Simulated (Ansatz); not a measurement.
Values for one crystal, relaxed and computed with PBEsol (plane waves, PAW; program Ansatz); other levels are named.

```yaml
volume_per_atom: 17.96 Å³
electronic_character: metallic (no gap)
Elastic constants (relaxed ions, GPa): C11 = 226, C12 = 130, C44 = 13.7
highest_zone_centre_frequency: 203 cm^-1
zone_centre_stability: no imaginary mode at Γ
Density of states at the Fermi level: 1.9 states/eV per atom (mean over ±0.08 eV)
Poisson's ratio: 0.43
```

Question: Which compound is it?
A) ZrMo, CsCl type
B) ZrAg, rock salt
C) MoW, CsCl type
D) BeRh, CsCl type

Answer: A, ZrMo, CsCl type

Space group Pm-3m (CsCl type). The start of the workflow was typed in or built on a structure type; neither database checked (COD, Materials Project) lists it. Whether it is the stable phase at ambient conditions was not checked. The cell was relaxed with PBEsol under the symmetry of its start. No spin polarisation was allowed. As this level gives no gap, shear constants depend on the k-mesh and smearing (Fermi–Dirac, 0.1 eV here). As this level gives no gap, phonon frequencies hold no LO–TO term and depend on the k-mesh and smearing (Fermi–Dirac, 0.1 eV here). On the denser mesh and wider smearing of the elastic run this cell carries a stress of 0.4 GPa. Scalar-relativistic: spin–orbit coupling is off unless named, which matters more the heavier the elements.

Potentials: the earlier of the program's two PAW sets. The files were generated under PBE; for other functionals the program regenerates the frozen cores, and for LDA and PBEsol the local potential too.
